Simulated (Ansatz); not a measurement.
# Notes on Cl

```yaml
crystal:
  lattice:
    - [2.46641, 1.68283, 0.00000]
    - [2.46641, -1.68283, 0.00000]
    - [0.00000, 0.00000, -7.74707]
  atoms:
    - { symbol: Cl, position: [0.19400, 0.80600, 0.87200] }
    - { symbol: Cl, position: [0.30600, 0.69400, 0.37200] }
    - { symbol: Cl, position: [0.80600, 0.19400, 0.12800] }
    - { symbol: Cl, position: [0.69400, 0.30600, 0.62800] }
```

The numbers come from plane-wave PAW DFT (Ansatz): PBE, no spin polarisation, 420 eV, 12×12×5 Γ-centred k points, fermi-dirac occupations (width 0.083 eV). Nothing was relaxed.

What happens at the Fermi level?

It is a metal, with about 0.78 states/eV a cell as the mean within 0.25 eV of the Fermi level, mostly Cl p (98 %).

What does the stress say?

The pressure is 19.3 GPa (compression positive), so with the atoms held at these fractions the cell would first expand; the forces are large, so a full relaxation may end otherwise. The principal stresses 6.4, 17.5, 34.0 GPa differ, so its shape would change too.

What do density and ELF say about some of the short contacts?

Cl–Cl at 2.37 Å: least valence density 0.52 e/Å³ and ELF 0.49 there. These are pseudo-fields; inside the PAW spheres they differ from the all-electron ones.

Where is the largest force?

The largest is on Cl1 (and as large on other atoms): 1.25 eV/Å, components (0.00, -0.66, -1.07). It makes 2° with the line to a nearest neighbour, Cl3 at 2.37 Å, pointing towards it.

Origin: a known structure type with other elements, at an estimated volume, so it need not be a known compound. Caveats: atoms or cell far from equilibrium.
